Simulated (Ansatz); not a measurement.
MgO (rock salt, Fm-3m), r²SCAN in the plane-wave PAW code Ansatz, all energies at zero smearing, with the estimated change up to a 700 eV cutoff added, with one set of potentials and settings (totals compare only within such a set). Cell of 2 atoms (1 Mg, 1 O): -2498.340 eV.

```csv
element,reference phase,E (eV/atom)
Mg,"P6_3/mmc, 2 atoms in the cell",-1926.4086
O,"C2/m, 4 atoms in the cell, spin-polarised",-566.0281
```

Formation energy per atom, worked out: (-2498.340 − 1×(-1926.4086) − 1×(-566.0281))/2 = -2.952 eV/atom (-285 kJ per mol of atoms), at 0 K, without zero-point energy or fitted corrections.

The r²SCAN relaxation kept the symmetry of its start. The volume moved by -16 % from the start of the relaxation. The references are the lowest solids computed at this level, not always the standard phases (solids in place of the gases).

Potentials: the later of the program's two PAW sets.
